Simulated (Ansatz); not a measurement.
**InSb3 (Fm-3m): electronic heat capacity and spin susceptibility from the density of states**

Computed with Ansatz, DFT r2SCAN, scalar-relativistic, plane waves, PAW.

Settings: cutoff 500 eV, Γ-centred mesh 10×10×10 on the computed 4-atom cell, Gaussian smearing of 0.10 eV; no spin polarisation.

Relaxed cell: Fm-3m, a = 7.545 Å, b = 7.545 Å, c = 7.545 Å, α = 90.00°, β = 90.00°, γ = 90.00°, 4 atoms in the primitive cell. Whether it is the stable form of this composition wasn't checked.

The density of states at the Fermi level is 2.382 states/eV in the cell of 4 atoms (1 formula unit; both spins, tetrahedra on a 15×15×15 mesh).

Q: What Sommerfeld coefficient and Pauli susceptibility does this give?

A: Per formula unit N(E_F) = 2.382 states/eV. γ = (π²/3) k_B² N(E_F) N_A = 2.357 mJ/(mol K²) per state/eV, so γ = 5.6 mJ/(mol K²), a mole of formula units. χ_P = μ_B² N(E_F) N_A = 3.23×10⁻⁵ emu/mol per state/eV gives 7.7×10⁻⁵ emu/mol. This is the bare band result: a measured γ of the same phase is as a rule larger by a factor 1 + λ from phonons and spin fluctuations, the spin part of χ is larger by the Stoner factor, and a measured χ also holds orbital and core terms. N(E_F) at one energy is sensitive to the mesh where the density of states has sharp peaks.

Spin-orbit coupling is left out, which matters for the bands of heavy elements.

Cost: 1 run of about 1.5 core-minutes, on Intel Xeon Platinum 8259CL (Skylake/Cascade Lake) (shared hosts).